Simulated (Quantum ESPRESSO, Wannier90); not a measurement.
# BaS (rock salt): Wannier90 run

```xyz
2
Lattice="0.0000 3.2257 3.2257 3.2257 0.0000 3.2257 3.2257 3.2257 0.0000" Properties=species:S:1:pos:R:3 pbc="T T T"
Ba     0.0000     0.0000     0.0000
S      3.2257     3.2257     3.2257
```

Materials Project entry mp-1500; symmetrised, unrelaxed at this level. COD (Crystallography Open Database) has an entry of this formula and space group (matched by these alone). Computed values, not measurements, from LDA: Quantum ESPRESSO (norm-conserving PseudoDojo potentials, cutoff 46 Ry, no spin polarisation, no spin-orbit coupling) on a Γ-centred 8×8×8 mesh, then Wannier90. Density: 8×8×8 mesh, cold smearing 0.01 Ry. Spin-orbit coupling is left out although heavy elements are present.

Bands 5-8 form an isolated set from -10.23 to 0.00 eV relative to the valence-band maximum (on the path) and are turned into 4 Wannier functions by minimising the spread from the start: sp3 on S.

Centres (Cartesian, Å; one of the equivalent choices) and spreads:

```tsv
n	x	y	z	spread (Å²)	nearest atom
1	3.531	3.531	3.531	2.696	S2
2	3.531	2.921	2.921	2.696	S2
3	2.921	3.531	2.921	2.696	S2
4	2.921	2.921	3.531	2.696	S2
```

Ω_I = 9.66 Å², Ω_total = 10.78 Å²; the interpolated bands follow pw.x to 0.8 meV rms on the path. It is the lowest total spread that any start reached here.
